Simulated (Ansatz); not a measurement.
Theory: DFT PBE, scalar-relativistic, plane waves, PAW (Ansatz 0.2.0). All cells share a 420 eV cutoff and Γ-centred k meshes spaced at most about 0.3 Å⁻¹ (about 0.25 or finer for metals, 2π included). No spin polarisation in the final relaxations.

Temperature and zero-point effects are left out. All come from trial cells, and lower structures may exist.

Question: Order these relaxed structures of SnPt2Se3 by energy, lowest first, with the energy over the lowest of them.
A.

Space group P6/mmm (No. 191). a = 6.568 Å, b = 6.568 Å, c = 3.620 Å, α = 90.00°, β = 90.00°, γ = 120.00°
```json
{"atom": "Sn", "site": "1a", "symmetry": "6/mmm", "x": "0.0000", "y": "0.0000", "z": "0.0000"}
{"atom": "Pt", "site": "2c", "symmetry": "-6m2", "x": "0.3333", "y": "0.6667", "z": "0.0000"}
{"atom": "Se", "site": "3g", "symmetry": "mmm", "x": "0.5000", "y": "0.0000", "z": "0.5000"}
```

B.

Space group R-3m:H (No. 166). a = 3.619 Å, b = 3.619 Å, c = 32.450 Å, α = 90.00°, β = 90.00°, γ = 120.00°
```json
{"atom": "Sn", "site": "3b", "symmetry": "-3m", "x": "0.6667", "y": "0.3333", "z": "0.8333"}
{"atom": "Pt", "site": "6c", "symmetry": "3m", "x": "0.0000", "y": "0.0000", "z": "0.7741"}
{"atom": "Se", "site": "3a", "symmetry": "-3m", "x": "0.0000", "y": "0.0000", "z": "0.0000"}
{"atom": "Se", "site": "6c", "symmetry": "3m", "x": "0.6667", "y": "0.3333", "z": "0.7275"}
```

C.

Space group P-4m2 (No. 115). a = 3.998 Å, b = 3.998 Å, c = 7.703 Å, α = 90.00°, β = 90.00°, γ = 90.00°
| atom | site | symmetry | x | y | z |
| --- | --- | --- | --- | --- | --- |
| Sn | 1b | -4m2 | 0.5000 | 0.5000 | 0.0000 |
| Pt | 2g | 2mm. | 0.5000 | 0.0000 | 0.6870 |
| Se | 2g | 2mm. | 0.5000 | 0.0000 | 0.3685 |
| Se | 1a | -4m2 | 0.0000 | 0.0000 | 0.0000 |

D.

Space group P6mm (No. 183). a = 4.515 Å, b = 4.515 Å, c = 8.045 Å, α = 90.00°, β = 90.00°, γ = 120.00°
| atom | site | symmetry | x | y | z |
| --- | --- | --- | --- | --- | --- |
| Sn | 1a | 6mm | 0.0000 | 0.0000 | 0.0939 |
| Pt | 2b | 3m. | 0.3333 | 0.6667 | 0.3169 |
| Se | 2b | 3m. | 0.3333 | 0.6667 | 0.8275 |
| Se | 1a | 6mm | 0.0000 | 0.0000 | 0.4505 |

Answer: B (0 meV/atom), C (94 meV/atom), A (157 meV/atom), D (253 meV/atom). Forms: B R-3m; C P-4m2; A P6/mmm; D P6mm. Counting Se atoms around Pt and Sn (those within 1.25 times the shortest such distance or 1.15 times the sum of covalent radii, 1.27 where that leaves under three; a plus sign parts nearer from farther groups; the shortest distance is added where it exceeds 1.18 times the sum of covalent radii): B has Sn 2 from 3.4 Å, Pt 3; C has Sn 4+4, Pt 1+4; A has Sn 12 from 3.7 Å, Pt 6; D has Sn 1+6, Pt 3. D holds Se–Se nets (shortest 2.61 Å) (bonds between like non-metal atoms; other contacts aren't counted).

No dispersion correction is applied, so the spacing and binding between layers, chains or molecules are poorly described (P6mm), and this can change margins and order among such cells. These runs have no spin–orbit coupling, which can matter for Pt. Cells relaxed within their symmetry can be saddle points. Some types were kept out of the candidates beforehand, so the set may lack a known form.
